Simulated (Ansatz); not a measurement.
MoPd:
```
MoPd
1.0
    0.00000     2.59187     2.59187
    2.59187     0.00000     2.59187
    2.59187     2.59187     0.00000
Pd Mo
1 1
Cartesian
  0.00000   0.00000   0.00000
  2.59187   2.59187   2.59187
```

Relaxed with r²SCAN. Special points in fractions of this cell's reciprocal vectors: Γ (0.000, 0.000, 0.000); X (0.500, 0.000, 0.500); U (0.625, 0.250, 0.625); K (0.375, 0.375, 0.750); L (0.500, 0.500, 0.500); W (0.500, 0.250, 0.750).

Question: List the band energies nearest the Fermi level at these points for the program Ansatz at the r²SCAN level (PAW).

Answer: In eV from the Fermi level; about four levels below and three above (degenerate sets whole), none deeper than 8.9 eV; points with the same levels are listed once.

```tsv
k	below	above
Γ	-5.86 -5.86 -5.20 -5.20 -5.20	1.16 1.16 1.16
X	-4.04 -3.13 -3.13 -0.50	0.82 0.82 1.05
U	-3.95 -3.61 -3.35 -0.70	0.10 0.36 0.63
L	-3.38 -3.38 -1.75 -1.75 -0.55	0.28 0.28 2.49
W	-2.81 -1.05 -0.11 -0.11	0.80 3.36 3.36
```

Space group Fm-3m (rock salt). The start of the workflow was typed in or built on a structure type; neither database checked (COD, Materials Project) lists it. Whether it is the stable phase at ambient conditions was not checked. The cell was relaxed with r²SCAN under the symmetry of its start. At this level the phase is mechanically unstable. The run is not spin-polarised. The volume moved by 15 % from the start of the relaxation. Its formation energy is positive at this level, so the cell may be metastable or incomplete. Scalar-relativistic: spin–orbit coupling is off unless named, which matters more the heavier the elements.

Potentials: the earlier of the program's two PAW sets.
